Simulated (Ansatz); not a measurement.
Q: Hill shear modulus from PBE minus that from PBEsol (% of the latter), each on its own relaxed cell (Ansatz, a quantum-chemistry and plane-wave program, plane waves, PAW; no spin–orbit coupling, no Hubbard U), over 27 phases of the class «halides»: what sign and size do you expect?

A: Mean -10 %, median -9 %, mean absolute 10 %; eight in ten lie between -15 and -5 %, and 0 % are above zero.

Some cases that may be named, with their rank among the 27 from the lowest: CsPbBr3, cubic perovskite -9 % (rank 12); KMgF3, cubic perovskite -9 % (rank 14); NaCl, rock salt -7 % (rank 23); MnF2, rutile -1 % (rank 26).

The phases are those computed here (of each formula those with measured values and the lowest at some level), not a balanced benchmark, and neither functional is the truth. Pairs that end in unlike spin orders or unlike minima (c/a over 6 % apart, 30 % for weakly bound crystals), magnets with 4f shells, solids of gases and phases set aside for tests are left out, and so are metals.

1 of the phases carry moments, in the orders computed and without U.

Spin orders computed, not proven ground states: MnF2, rutile with PBE antiferromagnetic; MnF2, rutile with PBEsol antiferromagnetic. Not the usual ambient phase: CsPbBr3, cubic perovskite. All cells were relaxed under the symmetry of their starts (and spin orders); stability against distortions was not tested throughout. Cells of antiferromagnets are given as chemical subcells. No Hubbard U is applied. Scalar-relativistic: spin–orbit coupling is off unless named, which matters more the heavier the elements.

Potentials: the later of the program's two PAW sets.

Ansatz is a plane-wave DFT program.
